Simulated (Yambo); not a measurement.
A G0W0@LDA run in Yambo for Rb2NaAlF6 (space group Fm-3m, No. 225) (2×2×2 Γ-centred k mesh, bands 2 to 286 and a 8 Ry block in the screening, 286 bands in G with the Bruneval-Gonze terminator, plasmon pole fitted at 27.2 eV) gives these matrix elements, in eV, at the band edges (Γ → Γ):

```csv
state,E0,<Vxc>,<Σx>,<Σc(E0)>,Z
valence edge,0.000,-22.522,-30.460,4.724,0.820
conduction edge,6.448,-10.173,-5.253,-2.979,0.895
```

Question: Solve the linearised quasiparticle equation for both states, give the gap, and say how exchange and correlation each act on it.

Answer: E = E0 + Z(Σx + Σc − Vxc). Valence: 0.000 + 0.820 × (-30.460 + (4.724) − (-22.522)) = -2.64 eV. Conduction: 6.448 + 0.895 × (-5.253 + (-2.979) − (-10.173)) = 8.19 eV. The gap is 10.82 eV, against 6.45 eV in LDA. Replacing Vxc by bare exchange alone would open it by 12.86 eV; correlation takes back 7.70 eV of that, and Z scales what is left. Nearest settings tried, and what they do to the gap: 184 bands in G: +10 meV; 134 bands in W: +117 meV; 1 Ry block (27 vectors against 411): +1550 meV. Not varied: mesh. So the settings aren't converged at that level. The k mesh is coarse. 

Geometry of the Materials Project entry, not relaxed at this level; primitive cell a = b = c = 5.9745 Å, α = β = γ = 60.00°.

The structure is a Materials Project entry; no match was found in the copy of COD used, and its stability was not checked.
